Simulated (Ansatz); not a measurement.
Clean, relaxed (111) surface of Ag, space group Fm-3m (No. 225) (top face towards +c; atoms held fixed, by place in the list: 1, 2, 3, 4, 5, 6, 7, 8):

```xyz
16
Lattice="5.7607 0.0000 0.0000 -2.8803 4.9889 0.0000 0.0000 0.0000 24.0553" Properties=species:S:1:pos:R:3 pbc="T T T"
Ag    1.4402    0.8315    8.5000
Ag    0.0000    3.3259    8.5000
Ag    4.3205    0.8315    8.5000
Ag    2.8803    3.3259    8.5000
Ag    2.8803    1.6630   10.8518
Ag    1.4402    4.1574   10.8518
Ag    0.0000    1.6630   10.8518
Ag   -1.4402    4.1574   10.8518
Ag   -1.4402    2.4944   13.1811
Ag    0.0000    0.0000   13.1811
Ag    1.4402    2.4944   13.1811
Ag    2.8803    0.0000   13.1811
Ag    0.0000    3.3259   15.5449
Ag    1.4402    0.8315   15.5449
Ag    2.8803    3.3259   15.5449
Ag    4.3205    0.8315   15.5449
```

Level of theory: Ansatz 0.2.0, DFT PBE+D3(BJ), scalar-relativistic, plane waves, PAW. Plane waves to 420 eV, a k mesh through Γ of 6×6×1 on the computed 16-atom cell and Gaussian smearing (0.10 eV); no spin polarisation. A dipole correction removes the field between periodic images along c.

E_ads counts from the clean slab and the free adsorbate (spin-polarised where it has unpaired electrons); negative means bound. With the adsorbate the cell is lengthened along c to keep the vacuum.

(1) Li (atom) is put at the hollow (Ag-Ag-Ag) at (0.00, 0.00) site, one adsorbate per 28.7 Å². What structure does it relax to?

Each end is the local minimum or symmetric point that its start leads to. The slab is only 7.1 Å thick, so the energies aren't converged with thickness.

For at least one of the starts the bottom face's work function also shifts by over 0.1 eV: the slab is too thin to screen the adsorbate, so the work functions aren't converged with thickness.

The adsorbed runs have no spin polarisation, so weakly bound open-shell ends lie too high.

## Answers

(1) E_ads = -2.06 eV. Contacts: Li–Ag 2.62 Å, Li–Ag 2.62 Å, Li–Ag 2.62 Å.

```xyz
17
Lattice="5.7607 0.0000 0.0000 -2.8803 4.9889 0.0000 0.0000 0.0000 26.0553" Properties=species:S:1:pos:R:3 pbc="T T T"
Ag    1.4402    0.8315    8.5000
Ag    0.0000    3.3259    8.5000
Ag    4.3205    0.8315    8.5000
Ag    2.8803    3.3259    8.5000
Ag    2.8803    1.6630   10.8518
Ag    1.4402    4.1574   10.8518
Ag    0.0000    1.6630   10.8518
Ag   -1.4402    4.1574   10.8518
Ag   -1.4324    2.4989   13.1825
Ag    0.0000    0.0000   13.1676
Ag    1.4324    2.4989   13.1825
Ag    2.8803   -0.0090   13.1825
Ag    0.0000    3.3259   15.6468
Ag    1.4516    0.8381   15.5258
Ag    2.8803    3.3127   15.5258
Ag    4.3091    0.8381   15.5258
Li    0.0000    0.0000   17.5450
```

Cost: 3 runs of about 22 core-minutes in all, on Arm Neoverse V2 (shared hosts).